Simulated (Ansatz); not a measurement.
Input for Ansatz (plane-wave DFT, PAW):

```yaml
crystal:
  lattice:
    - [5.4864409245, 0.0, 0.0]
    - [0.0, 5.4864409245, 0.0]
    - [0.0, 0.0, 5.4864409245]
  atoms:
    - { symbol: Fe, position: [0.5, 0.5, 0.5], spin: 3.14 }
    - { symbol: Fe, position: [0.5, 0.0, 0.5], spin: 3.12 }
    - { symbol: Fe, position: [0.5, 0.5, 0.0], spin: 3.12 }
    - { symbol: Fe, position: [0.0, 0.5, 0.5], spin: 3.12 }
    - { symbol: Fe, position: [0.5, 0.0, 0.0], spin: 3.04 }
    - { symbol: Fe, position: [0.0, 0.0, 0.5], spin: 3.04 }
    - { symbol: Fe, position: [0.0, 0.5, 0.0], spin: 3.04 }
    - { symbol: Fe, position: [0.2485050657, 0.2485050657, 0.2485050657], spin: 3.12 }
    - { symbol: Fe, position: [0.2485050657, 0.7514949343, 0.2485050657], spin: 3.12 }
    - { symbol: Fe, position: [0.2485050657, 0.2485050657, 0.7514949343], spin: 3.12 }
    - { symbol: Fe, position: [0.7514949343, 0.2485050657, 0.2485050657], spin: 3.12 }
    - { symbol: Fe, position: [0.7514949343, 0.7514949343, 0.2485050657], spin: 3.12 }
    - { symbol: Fe, position: [0.2485050657, 0.7514949343, 0.7514949343], spin: 3.12 }
    - { symbol: Fe, position: [0.7514949343, 0.2485050657, 0.7514949343], spin: 3.12 }
    - { symbol: Fe, position: [0.7514949343, 0.7514949343, 0.7514949343], spin: 3.12 }
    - { symbol: Co, position: [0.0, 0.0, 0.0], spin: 2.13 }
basis:
  ecutwfc: 500
kpoints:
  mp_grid: { grid: [6, 6, 6] }
hamiltonian:
  xc: r2scan
scf:
  occupations: { method: gaussian, width: 0.1 }
output:
  forces: true
  stress: true
  eigenvalues: true
  populations: true
magnetization:
  spin_polarized: true
relax:
  adjacent_minimum: "off"
  f_tol: 0.01
  max_steps: 30
```

Command:
```bash
ansatz run input.yaml --threads 4 --pin off --max-ram 10240MiB --backend cpu --events-out ev --progress --plain --runs-dir out
```

Computed with DFT r2SCAN, scalar-relativistic, plane waves, PAW (Ansatz).

Abridged output (iterations and final results):

```
SCF iter   1: F=—  HF=-72410.037689 eV  |F-HF|=—  |Δ(HF+E_count)|=         —  Δρ=8.18e-2 (↑5.73e-2 ↓8.18e-2) dr2=1.86e1  dr2_τ=1.53e-1  dr2_m=1.10e0  M=42.262 μB ∫|m|=43.457 μB  β_m=1.00  ethr=3.10e-3  ⟨swp⟩=5.2  Hψ=25507  notcnv=0  defer=106
Mixer restart at iter 1: flushing history
spin=Collinear: Kerker preconditioning applied to the charge; magnetization (m = ρ↑ − ρ↓) channel mixes plain (no charge-response kernel on spin).
SCF iter   2: F=—  HF=-72408.653915 eV  |F-HF|=—  |Δ(HF+E_count)|=    1.38e0  Δρ=3.65e-2 (↑1.15e-2 ↓3.65e-2) dr2=2.60e0  dr2_τ=9.70e-2  dr2_m=3.06e-1  M=41.480 μB ∫|m|=44.436 μB  β_m=1.00  ethr=3.10e-3  ⟨swp⟩=2.9  Hψ=12947  notcnv=0  defer=1051  κ⁻¹=1.0e0(r=1)
SCF iter   3: F=—  HF=-72412.742071 eV  |F-HF|=—  |Δ(HF+E_count)|=    4.09e0  Δρ=9.31e-3 (↑8.58e-3 ↓9.31e-3) dr2=1.39e-1  dr2_τ=6.02e-3  dr2_m=1.57e-2  M=40.639 μB ∫|m|=44.648 μB  β_m=1.00  ethr=1.01e-3  ⟨swp⟩=2.3  Hψ=10766  notcnv=0  defer=1054  κ⁻¹=7.9e-2(r=2)
SCF iter   4: F=—  HF=-72414.440430 eV  |F-HF|=—  |Δ(HF+E_count)|=         —  Δρ=5.16e-2 (↑5.16e-2 ↓2.68e-2) dr2=1.39e0  dr2_τ=3.18e-2  dr2_m=2.12e0  M=37.016 μB ∫|m|=40.590 μB  β_m=1.00  ethr=5.40e-5  ⟨swp⟩=2.9  Hψ=12960  notcnv=0  defer=1054
Mixer restart at iter 4: flushing history
SCF iter   5: F=—  HF=-72419.272626 eV  |F-HF|=—  |Δ(HF+E_count)|=    4.83e0  Δρ=5.93e-2 (↑5.93e-2 ↓2.25e-2) dr2=5.93e0  dr2_τ=1.46e-2  dr2_m=7.58e-1  M=38.764 μB ∫|m|=42.735 μB  β_m=1.00  ethr=1.95e-5  ⟨swp⟩=3.2  Hψ=17308  notcnv=0  defer=1057
SCF iter   6: F=—  HF=-72418.343136 eV  |F-HF|=—  |Δ(HF+E_count)|=   9.29e-1  Δρ=1.98e-2 (↑1.45e-2 ↓1.98e-2) dr2=1.29e0  dr2_τ=3.97e-2  dr2_m=1.49e-2  M=38.485 μB ∫|m|=42.546 μB  β_m=1.00  ethr=1.95e-5  ⟨swp⟩=3.1  Hψ=18014  notcnv=0  defer=1079  κ⁻¹=1.0e0(r=1)
SCF iter   7: F=—  HF=-72418.694933 eV  |F-HF|=—  |Δ(HF+E_count)|=   3.52e-1  Δρ=7.59e-3 (↑5.53e-3 ↓7.59e-3) dr2=2.19e-1  dr2_τ=2.39e-3  dr2_m=3.67e-3  M=38.214 μB ∫|m|=42.348 μB  β_m=1.00  ethr=1.95e-5  ⟨swp⟩=2.8  Hψ=15290  notcnv=0  defer=1079  κ⁻¹=7.7e-2(r=2)
SCF iter   8: F=—  HF=-72418.782339 eV  |F-HF|=—  |Δ(HF+E_count)|=   8.74e-2  Δρ=2.96e-3 (↑2.96e-3 ↓2.83e-3) dr2=3.78e-2  dr2_τ=3.41e-4  dr2_m=2.70e-4  M=38.083 μB ∫|m|=42.235 μB  β_m=1.00  ethr=1.95e-5  ⟨swp⟩=2.0  Hψ=14267  notcnv=0  defer=1087  κ⁻¹=1.6e-3(r=3)
SCF iter   9: F=—  HF=-72418.766285 eV  |F-HF|=—  |Δ(HF+E_count)|=   1.61e-2  Δρ=1.84e-3 (↑1.43e-3 ↓1.84e-3) dr2=5.99e-3  dr2_τ=2.05e-4  dr2_m=3.42e-4  M=38.060 μB ∫|m|=42.202 μB  β_m=1.00  ethr=1.47e-5  ⟨swp⟩=2.1  Hψ=10886  notcnv=0  defer=1087  κ⁻¹=4.7e-4(r=4)
SCF iter  10: F=—  HF=-72418.769542 eV  |F-HF|=—  |Δ(HF+E_count)|=   3.26e-3  Δρ=1.32e-3 (↑1.32e-3 ↓9.46e-4) dr2=3.15e-3  dr2_τ=4.90e-5  dr2_m=2.20e-4  M=38.054 μB ∫|m|=42.187 μB  β_m=1.00  ethr=2.33e-6  ⟨swp⟩=2.0  Hψ=13610  notcnv=0  defer=1087  κ⁻¹=4.9e-5(r=5)
SCF iter  11: F=—  HF=-72418.774975 eV  |F-HF|=—  |Δ(HF+E_count)|=   5.43e-3  Δρ=5.52e-4 (↑5.52e-4 ↓4.53e-4) dr2=1.02e-3  dr2_τ=5.05e-6  dr2_m=1.74e-5  M=38.039 μB ∫|m|=42.173 μB  β_m=1.00  ethr=1.23e-6  ⟨swp⟩=2.0  Hψ=12485  notcnv=0  defer=1087  κ⁻¹=1.4e-5(r=6)
SCF iter  12: F=—  HF=-72418.774020 eV  |F-HF|=—  |Δ(HF+E_count)|=   9.55e-4  Δρ=1.55e-4 (↑1.55e-4 ↓1.42e-4) dr2=1.75e-4  dr2_τ=7.80e-7  dr2_m=2.86e-6  M=38.033 μB ∫|m|=42.169 μB  β_m=1.00  ethr=3.99e-7  ⟨swp⟩=2.0  Hψ=12115  notcnv=0  defer=1087  κ⁻¹=7.1e-6(r=7)
SCF iter  13: F=—  HF=-72418.774526 eV  |F-HF|=—  |Δ(HF+E_count)|=   5.06e-4  Δρ=8.75e-5 (↑7.79e-5 ↓8.75e-5) dr2=3.93e-5  dr2_τ=6.38e-7  dr2_m=1.62e-6  M=38.029 μB ∫|m|=42.164 μB  β_m=1.00  ethr=6.81e-8  ⟨swp⟩=2.3  Hψ=12218  notcnv=0  defer=1087  κ⁻¹=1.6e-6(r=8)
SCF iter  14: F=—  HF=-72418.774520 eV  |F-HF|=—  |Δ(HF+E_count)|=   5.68e-6  Δρ=8.89e-5 (↑8.89e-5 ↓5.90e-5) dr2=1.84e-5  dr2_τ=2.73e-7  dr2_m=5.77e-7  M=38.030 μB ∫|m|=42.165 μB  β_m=1.00  ethr=1.53e-8  ⟨swp⟩=2.0  Hψ=12496  notcnv=0  defer=1087  κ⁻¹=6.5e-6(r=8)
SCF iter  15: F=—  HF=-72418.774551 eV  |F-HF|=—  |Δ(HF+E_count)|=   3.10e-5  Δρ=5.26e-5 (↑5.26e-5 ↓5.09e-5) dr2=8.86e-6  dr2_τ=1.08e-7  dr2_m=4.94e-7  M=38.030 μB ∫|m|=42.165 μB  β_m=1.00  ethr=7.16e-9  ⟨swp⟩=2.0  Hψ=10682  notcnv=0  defer=1087  κ⁻¹=5.3e-6(r=8)
SCF iter  16: F=—  HF=-72418.774569 eV  |F-HF|=—  |Δ(HF+E_count)|=   1.78e-5  Δρ=3.14e-5 (↑3.14e-5 ↓1.91e-5) dr2=1.56e-6  dr2_τ=2.72e-8  dr2_m=3.43e-7  M=38.030 μB ∫|m|=42.165 μB  β_m=1.00  ethr=3.45e-9  ⟨swp⟩=2.0  Hψ=12496  notcnv=0  defer=1087  κ⁻¹=1.3e-5(r=8)
SCF iter  17: F=—  HF=-72418.774563 eV  |F-HF|=—  |Δ(HF+E_count)|=   5.77e-6  Δρ=1.25e-5 (↑1.04e-5 ↓1.25e-5) dr2=3.52e-7  dr2_τ=3.99e-9  dr2_m=3.55e-9  M=38.030 μB ∫|m|=42.165 μB  β_m=1.00  ethr=6.07e-10  ⟨swp⟩=2.0  Hψ=12282  notcnv=0  defer=1087  κ⁻¹=5.6e-6(r=8)
SCF iter  18: F=-72418.774569 eV  HF=-72418.774570 eV  |F-HF|=3.23e-7  |Δ(HF+E_count)|=   6.42e-6  Δρ=1.58e-5 (↑9.73e-6 ↓1.58e-5) dr2=7.35e-7  dr2_τ=5.85e-9  dr2_m=2.78e-8  M=38.029 μB ∫|m|=42.164 μB  ethr=1.37e-10  ⟨swp⟩=9.1  Hψ=39650  notcnv=0
SCF 1 converged in 18 iterations: F = -72418.774569 eV  dr2 = 7.35e-7
relax step   1: F+E_penalty+E_count = -72418.77456947 eV  Δ(F+E_penalty+E_count) = +0.000e0 eV  max|allowed force component| = 2.911e-2 eV/Å  Δτ_max = 0.0000 Å  (18 SCF iters, dr2 threshold 2.50e-6 eV, accepted)
Initial density: handed on by an earlier stage of this run
Starting moments: Σ|m| = 48.71 μB on 16 of 16 sites; this step starts from the density that it was given
Initial wavefunctions: those handed on with the density
SCF iter   1: F=—  HF=-72418.774291 eV  |F-HF|=—  |Δ(HF+E_count)|=         —  Δρ=2.05e-4 (↑2.05e-4 ↓1.98e-4) dr2=1.43e-4  dr2_τ=3.00e-4  dr2_m=3.19e-5  M=38.025 μB ∫|m|=42.160 μB  β_m=1.00  ethr=5.39e-8  ⟨swp⟩=2.0  Hψ=19393  notcnv=0  defer=581
spin=Collinear: Kerker preconditioning applied to the charge; magnetization (m = ρ↑ − ρ↓) channel mixes plain (no charge-response kernel on spin).
SCF iter   2: F=—  HF=-72418.774913 eV  |F-HF|=—  |Δ(HF+E_count)|=   6.21e-4  Δρ=6.68e-5 (↑4.80e-5 ↓6.68e-5) dr2=2.80e-5  dr2_τ=1.05e-6  dr2_m=5.56e-7  M=38.025 μB ∫|m|=42.160 μB  β_m=1.00  ethr=5.39e-8  ⟨swp⟩=2.0  Hψ=12453  notcnv=0  defer=577  κ⁻¹=1.0e0(r=1)
SCF iter   3: F=—  HF=-72418.774920 eV  |F-HF|=—  |Δ(HF+E_count)|=   7.92e-6  Δρ=4.25e-5 (↑3.53e-5 ↓4.25e-5) dr2=2.09e-5  dr2_τ=6.90e-8  dr2_m=1.22e-7  M=38.025 μB ∫|m|=42.160 μB  β_m=1.00  ethr=1.09e-8  ⟨swp⟩=1.1  Hψ=7363  notcnv=0  defer=577  κ⁻¹=1.6e-2(r=2)
SCF iter   4: F=—  HF=-72418.774930 eV  |F-HF|=—  |Δ(HF+E_count)|=   9.33e-6  Δρ=3.97e-5 (↑2.50e-5 ↓3.97e-5) dr2=1.71e-5  dr2_τ=3.77e-8  dr2_m=2.57e-7  M=38.025 μB ∫|m|=42.160 μB  β_m=1.00  ethr=8.14e-9  ⟨swp⟩=1.0  Hψ=7360  notcnv=0  defer=575  κ⁻¹=8.6e-4(r=3)
SCF iter   5: F=—  HF=-72418.774944 eV  |F-HF|=—  |Δ(HF+E_count)|=   1.44e-5  Δρ=2.15e-5 (↑1.58e-5 ↓2.15e-5) dr2=6.13e-6  dr2_τ=6.73e-9  dr2_m=7.24e-8  M=38.024 μB ∫|m|=42.159 μB  β_m=1.00  ethr=6.65e-9  ⟨swp⟩=2.0  Hψ=11092  notcnv=0  defer=570  κ⁻¹=3.9e-4(r=4)
   ...
SCF iter   9: F=—  HF=-72418.774945 eV  |F-HF|=—  |Δ(HF+E_count)|=   8.41e-8  Δρ=1.39e-6 (↑1.13e-6 ↓1.39e-6) dr2=6.62e-9  dr2_τ=1.12e-10  dr2_m=4.26e-10  M=38.023 μB ∫|m|=42.158 μB  β_m=1.00  ethr=2.38e-11  ⟨swp⟩=2.0  Hψ=12477  notcnv=0  defer=561  κ⁻¹=4.5e-6(r=8)
SCF iter  10: F=-72418.774945 eV  HF=-72418.774945 eV  |F-HF|=1.44e-8  |Δ(HF+E_count)|=   5.73e-9  Δρ=2.14e-6 (↑9.58e-7 ↓2.14e-6) dr2=1.60e-8  dr2_τ=7.01e-11  dr2_m=1.01e-9  M=38.023 μB ∫|m|=42.158 μB  ethr=2.58e-12  ⟨swp⟩=5.9  Hψ=28712  notcnv=0
SCF 2 converged in 10 iterations: F = -72418.774945 eV  dr2 = 1.60e-8
relax step   2: F+E_penalty+E_count = -72418.77494520 eV  Δ(F+E_penalty+E_count) = -3.757e-4 eV  max|allowed force component| = 1.273e-2 eV/Å  Δτ_max = 0.0013 Å  (10 SCF iters, accepted)
SCF iter   1: F=—  HF=-72418.774734 eV  |F-HF|=—  |Δ(HF+E_count)|=         —  Δρ=1.62e-4 (↑1.62e-4 ↓1.50e-4) dr2=8.14e-5  dr2_τ=1.82e-4  dr2_m=1.72e-5  M=38.020 μB ∫|m|=42.155 μB  β_m=1.00  ethr=3.37e-7  ⟨swp⟩=2.2  Hψ=11790  notcnv=0  defer=145
spin=Collinear: Kerker preconditioning applied to the charge; magnetization (m = ρ↑ − ρ↓) channel mixes plain (no charge-response kernel on spin).
SCF iter   2: F=—  HF=-72418.775014 eV  |F-HF|=—  |Δ(HF+E_count)|=   2.80e-4  Δρ=5.23e-5 (↑3.47e-5 ↓5.23e-5) dr2=1.86e-5  dr2_τ=6.55e-7  dr2_m=5.71e-7  M=38.020 μB ∫|m|=42.155 μB  β_m=1.00  ethr=3.17e-8  ⟨swp⟩=2.0  Hψ=13568  notcnv=0  defer=133  κ⁻¹=1.0e0(r=1)
SCF iter   3: F=—  HF=-72418.775019 eV  |F-HF|=—  |Δ(HF+E_count)|=   5.80e-6  Δρ=3.47e-5 (↑2.74e-5 ↓3.47e-5) dr2=1.38e-5  dr2_τ=4.09e-8  dr2_m=1.20e-7  M=38.020 μB ∫|m|=42.155 μB  β_m=1.00  ethr=7.24e-9  ⟨swp⟩=1.0  Hψ=7360  notcnv=0  defer=132  κ⁻¹=9.1e-3(r=2)
SCF iter   4: F=—  HF=-72418.775027 eV  |F-HF|=—  |Δ(HF+E_count)|=   8.09e-6  Δρ=2.97e-5 (↑1.70e-5 ↓2.97e-5) dr2=9.86e-6  dr2_τ=1.66e-8  dr2_m=1.54e-7  M=38.020 μB ∫|m|=42.154 μB  β_m=1.00  ethr=5.35e-9  ⟨swp⟩=1.3  Hψ=7442  notcnv=0  defer=125  κ⁻¹=1.1e-3(r=3)
SCF iter   5: F=—  HF=-72418.775034 eV  |F-HF|=—  |Δ(HF+E_count)|=   6.46e-6  Δρ=1.87e-5 (↑1.37e-5 ↓1.87e-5) dr2=3.31e-6  dr2_τ=5.26e-9  dr2_m=7.48e-8  M=38.019 μB ∫|m|=42.153 μB  β_m=1.00  ethr=3.84e-9  ⟨swp⟩=2.0  Hψ=11844  notcnv=0  defer=118  κ⁻¹=6.1e-4(r=4)
SCF iter   6: F=—  HF=-72418.775033 eV  |F-HF|=—  |Δ(HF+E_count)|=   4.37e-7  Δρ=1.15e-5 (↑8.84e-6 ↓1.15e-5) dr2=3.60e-7  dr2_τ=1.18e-8  dr2_m=1.28e-8  M=38.019 μB ∫|m|=42.153 μB  β_m=1.00  ethr=1.29e-9  ⟨swp⟩=2.0  Hψ=9550  notcnv=0  defer=118  κ⁻¹=1.2e-4(r=5)
SCF iter   7: F=—  HF=-72418.775034 eV  |F-HF|=—  |Δ(HF+E_count)|=   1.75e-7  Δρ=4.79e-6 (↑4.58e-6 ↓4.79e-6) dr2=5.30e-8  dr2_τ=1.89e-9  dr2_m=5.86e-10  M=38.019 μB ∫|m|=42.153 μB  β_m=1.00  ethr=1.40e-10  ⟨swp⟩=2.0  Hψ=12487  notcnv=0  defer=117  κ⁻¹=6.6e-5(r=6)
SCF iter   8: F=—  HF=-72418.775034 eV  |F-HF|=—  |Δ(HF+E_count)|=   1.41e-7  Δρ=2.75e-6 (↑2.75e-6 ↓2.56e-6) dr2=2.62e-8  dr2_τ=2.64e-10  dr2_m=5.08e-10  M=38.019 μB ∫|m|=42.153 μB  β_m=1.00  ethr=2.06e-11  ⟨swp⟩=2.0  Hψ=12489  notcnv=0  defer=117  κ⁻¹=1.4e-5(r=7)
SCF iter   9: F=—  HF=-72418.775034 eV  |F-HF|=—  |Δ(HF+E_count)|=   3.77e-8  Δρ=8.38e-7 (↑8.14e-7 ↓8.38e-7) dr2=3.08e-9  dr2_τ=4.16e-11  dr2_m=1.95e-10  M=38.019 μB ∫|m|=42.153 μB  β_m=1.00  ethr=1.02e-11  ⟨swp⟩=2.0  Hψ=12469  notcnv=0  defer=118  κ⁻¹=3.5e-6(r=8)
SCF iter  10: F=-72418.775034 eV  HF=-72418.775034 eV  |F-HF|=5.84e-9  |Δ(HF+E_count)|=   2.84e-9  Δρ=1.48e-6 (↑5.71e-7 ↓1.48e-6) dr2=7.01e-9  dr2_τ=3.40e-11  dr2_m=5.14e-10  M=38.019 μB ∫|m|=42.153 μB  ethr=1.20e-12  ⟨swp⟩=5.5  Hψ=26977  notcnv=0
SCF 3 converged in 10 iterations: F = -72418.775034 eV  dr2 = 7.01e-9
relax step   3: F+E_penalty+E_count = -72418.77503385 eV  Δ(F+E_penalty+E_count) = -8.865e-5 eV  max|allowed force component| = 1.253e-5 eV/Å  Δτ_max = 0.0010 Å  (10 SCF iters, accepted)
SCF iter   1: F=—  HF=-72418.775034 eV  |F-HF|=—  |Δ(HF+E_count)|=         —  Δρ=5.50e-7 (↑5.50e-7 ↓5.06e-7) dr2=7.38e-10  dr2_τ=2.37e-11  dr2_m=1.57e-11  M=38.019 μB ∫|m|=42.153 μB  β_m=1.00  ethr=1.00e-12  ⟨swp⟩=2.0  Hψ=25543  notcnv=0
spin=Collinear: Kerker preconditioning applied to the charge; magnetization (m = ρ↑ − ρ↓) channel mixes plain (no charge-response kernel on spin).
SCF iter   2: F=-72418.775034 eV  HF=-72418.775034 eV  |F-HF|=2.58e-9  |Δ(HF+E_count)|=  2.33e-10  Δρ=9.66e-7 (↑3.82e-7 ↓9.66e-7) dr2=3.17e-9  dr2_τ=1.69e-11  dr2_m=2.03e-10  M=38.019 μB ∫|m|=42.153 μB  ethr=1.00e-12  ⟨swp⟩=1.2  Hψ=15422  notcnv=0
SCF 4 converged in 2 iterations: F = -72418.775034 eV  dr2 = 3.17e-9
SCF converged after 2 iterations
Stability not checked: this state was not tested for a lower state beside it, because the mixer in use, unlike msr1, does not test its closes by its own steps (another_mixer; see scf.mixing.algorithm and scf.lower_state_search)
Magnetization: 38.0191 μB (147.5095 up, 109.4905 down)
Absolute magnetization: 42.1719 μB (∫|ρ↑−ρ↓|, with the PAW one-centre terms)
Spin contamination: 1.3921 ħ² per cell (⟨S²⟩ above its minimum at these occupations)
Per-site moments (μB) at R_I (Å): [(2.61835268, 0.98488857), (2.53463201, 0.98162423), (2.53463201, 0.98162423), (2.53463201, 0.98162423), (2.43198111, 0.97834900), (2.43198111, 0.97834900), (2.43198111, 0.97834900), (2.56626253, 0.97506277), (2.56626253, 0.97506277), (2.56626253, 0.97506277), (2.56626253, 0.97506277), (2.56626253, 0.97506277), (2.56626253, 0.97506277), (2.56626253, 0.97506277), (2.56626253, 0.97506277), (1.88300999, 0.97506277)]
Free energy (F): -72418.775034 eV
Harris-Foulkes:  -72418.775034 eV  (|F-HF|=2.58e-9)
Internal energy: -72418.724111 eV  (E = F + TS)
E sigma→0 (E₀):  -72418.749573 eV
Entropy (-TS):   -0.050923 eV (-3.183 meV/atom)
Fermi energy:    20.485135 eV
--- Per-component energies (eV) ---
  E_band       = -3239.699589
  E_kinetic    = 5755.898619
  E_local      = -32016.464056  (includes V_loc(G=0)·N_el)
  E_nonlocal   = 3780.583012
  E_hartree    = 13573.122113
  E_xc         = -1874.670858
  E_vxc        = -2779.956799  (∫ρ·V_xc dr)
  E_paw        = -22205.126462  (= ΣΔE_a)
  E_vpaw       = -5324.462730  (= ΣTr[D̂ρ^β])
  E_aug_tail   = 0.004328  (compensation charges beyond the density's cutoff)
  E_vtau       = 198.455292  (kinetic-family band-sum trace: ∫τ·v_τ [+ j·A + Jᵃ·Aᵃ] dr)
  E_ewald      = -39427.433478
  E_core_change = -4.637330  (= ΣΔE_core)
  E_smearing   = -0.050923  (= −TS)
--- Forces (eV/Å), atoms counted from 1 ---
  atom   1  Fe     0.00000000     0.00000000     0.00000000
  atom   2  Fe     0.00000000     0.00000000     0.00000000
  atom   3  Fe     0.00000000     0.00000000     0.00000000
  atom   4  Fe     0.00000000     0.00000000     0.00000000
  atom   5  Fe     0.00000000     0.00000000     0.00000000
  atom   6  Fe     0.00000000     0.00000000     0.00000000
  atom   7  Fe     0.00000000     0.00000000     0.00000000
  atom   8  Fe    -0.00001097    -0.00001097    -0.00001097
  atom   9  Fe    -0.00001097     0.00001097    -0.00001097
  atom  10  Fe    -0.00001097    -0.00001097     0.00001097
  atom  11  Fe     0.00001097    -0.00001097    -0.00001097
  atom  12  Fe     0.00001097     0.00001097    -0.00001097
  atom  13  Fe    -0.00001097     0.00001097     0.00001097
  atom  14  Fe     0.00001097    -0.00001097     0.00001097
  atom  15  Fe     0.00001097     0.00001097     0.00001097
  atom  16  Co     0.00000000     0.00000000     0.00000000
--- Stress (GPa, compression-positive) ---
       26.771755       0.000000       0.000000
        0.000000      26.771755       0.000000
        0.000000       0.000000      26.771755
  P = ⅓ Tr σ = 26.7718 GPa (267.718 kbar)
--- Band table (eV; the first three rows and the last of 40) ---
  k-point 0 ↑: bands = ["-79.6947", "-71.4025", "-71.3364", "-71.3364", "-71.3364", "-71.3279", "-71.3279", "-71.3279", "-71.3200", "-71.3109", "-71.2604", "-71.2604", "-71.2315", "-71.1087", "-71.1087", "-71.0925", "-41.5059", "-41.5059", "-41.5059", "-36.2994", "-36.2994", "-36.2994", "-36.2958", "-36.2958", "-36.2958", "-36.1478", "-36.1478", "-36.1478", "-36.1399", "-36.0901", "-36.0901", "-36.0901", "-36.0727", "-36.0727", "-36.0305", "-36.0026", "-36.0026", "-36.0026", "-35.9742", "-35.9742", "-35.9742", "-35.9713", "-35.9713", "-35.9713", "-35.9632", "-35.9632", "-35.9383", "-35.9383", "-35.9383", "-35.9046", "-35.9046", "-35.9046", "-35.8659", "-35.8659", "-35.8659", "-35.7652", "-35 ...
  k-point 1 ↑: bands = ["-79.6947", "-71.3997", "-71.3426", "-71.3358", "-71.3358", "-71.3285", "-71.3285", "-71.3274", "-71.3206", "-71.3096", "-71.2604", "-71.2576", "-71.2324", "-71.1087", "-71.1077", "-71.0935", "-41.5059", "-41.5059", "-41.5058", "-36.2925", "-36.2925", "-36.2921", "-36.2848", "-36.2844", "-36.2844", "-36.1624", "-36.1437", "-36.1437", "-36.1303", "-36.1101", "-36.1101", "-36.0946", "-36.0892", "-36.0850", "-36.0428", "-36.0428", "-36.0330", "-36.0076", "-36.0076", "-36.0012", "-35.9707", "-35.9681", "-35.9673", "-35.9637", "-35.9489", "-35.9489", "-35.9264", "-35.9018", "-35.9018", "-35.8955", "-35.8895", "-35.8895", "-35.8567", "-35.8567", "-35.8513", "-35.7684", "-35 ...
  k-point 2 ↑: bands = ["-79.6947", "-71.3921", "-71.3553", "-71.3343", "-71.3343", "-71.3300", "-71.3300", "-71.3260", "-71.3220", "-71.3079", "-71.2604", "-71.2518", "-71.2348", "-71.1088", "-71.1052", "-71.0959", "-41.5059", "-41.5059", "-41.5057", "-36.2759", "-36.2759", "-36.2737", "-36.2545", "-36.2518", "-36.2518", "-36.1821", "-36.1534", "-36.1534", "-36.1428", "-36.1386", "-36.1386", "-36.1346", "-36.1044", "-36.0905", "-36.0905", "-36.0715", "-36.0441", "-36.0441", "-36.0409", "-35.9966", "-35.9775", "-35.9693", "-35.9652", "-35.9643", "-35.9333", "-35.9333", "-35.9024", "-35.8734", "-35.8703", "-35.8703", "-35.8605", "-35.8605", "-35.8333", "-35.8333", "-35.8250", "-35.7730", "-35 ...
  k-point 19 ↓: bands = ["-76.5591", "-67.3666", "-67.3666", "-67.3666", "-67.3643", "-67.3643", "-67.3643", "-67.3488", "-67.3351", "-67.2793", "-67.2793", "-67.2793", "-67.2786", "-67.2786", "-67.2786", "-67.2347", "-38.4265", "-38.4265", "-38.4265", "-32.2969", "-32.2969", "-32.2905", "-32.2905", "-32.2905", "-32.2863", "-32.2863", "-32.2863", "-32.2755", "-32.2755", "-32.2684", "-32.2684", "-32.2684", "-32.2550", "-32.2550", "-32.2550", "-32.2374", "-32.2231", "-32.2171", "-32.2171", "-32.2171", "-32.0752", "-32.0752", "-32.0752", "-31.9158", "-31.9158", "-31.9158", "-31.9150", "-31.9064", "-31.9039", "-31.9039", "-31.9039", "-31.8782", "-31.8782", "-31.8782", "-31.8737", "-31.8737", "-3 ...
--- Relaxed structure (3 steps of the walk, 3 accepted, 0 SCFs on fresh bases) ---
  F+E_penalty+E_count = -72418.77503385 eV   max|allowed force component| = 1.253e-5 eV/Å
  atoms:
    - { symbol: Fe, position: [0.5, 0.5, 0.5] }
    - { symbol: Fe, position: [0.5, 0.0, 0.5] }
    - { symbol: Fe, position: [0.5, 0.5, 0.0] }
    - { symbol: Fe, position: [0.0, 0.5, 0.5] }
    - { symbol: Fe, position: [0.5, 0.0, 0.0] }
    - { symbol: Fe, position: [0.0, 0.0, 0.5] }
    - { symbol: Fe, position: [0.0, 0.5, 0.0] }
    - { symbol: Fe, position: [0.24874667, 0.24874667, 0.24874667] }
    - { symbol: Fe, position: [0.24874667, 0.75125332, 0.24874667] }
    - { symbol: Fe, position: [0.24874667, 0.24874667, 0.75125332] }
    - { symbol: Fe, position: [0.75125332, 0.24874667, 0.24874667] }
    - { symbol: Fe, position: [0.75125332, 0.75125332, 0.24874667] }
    - { symbol: Fe, position: [0.24874667, 0.75125332, 0.75125332] }
    - { symbol: Fe, position: [0.75125332, 0.24874667, 0.75125332] }
    - { symbol: Fe, position: [0.75125332, 0.75125332, 0.75125332] }
    - { symbol: Co, position: [0.0, 0.0, 0.0] }
--- Löwdin populations: 16 sites ---
  site symbol q [e]    m [muB]
     0     Fe     15.7465     2.6197
     1     Fe     15.7679     2.5411
     2     Fe     15.7679     2.5411
     3     Fe     15.7679     2.5411
     4     Fe     15.7954     2.4359
     5     Fe     15.7954     2.4359
     6     Fe     15.7954     2.4359
     7     Fe     15.7593     2.5701
     8     Fe     15.7593     2.5701
     9     Fe     15.7593     2.5701
    10     Fe     15.7593     2.5701
    11     Fe     15.7593     2.5701
    12     Fe     15.7593     2.5701
    13     Fe     15.7593     2.5701
    14     Fe     15.7593     2.5701
    15     Co     16.6881     1.8169
  spilling = 0.014792 (of n_electrons = 257.000000)
```

The relaxation met its thresholds.

It took 120 s on 4 threads of Intel(R) Xeon(R) 6975P-C (Granite Rapids), with other jobs on the host, peak memory 2.7 GiB.

The state reached may not be the lowest one. Only parallel moments were tried here.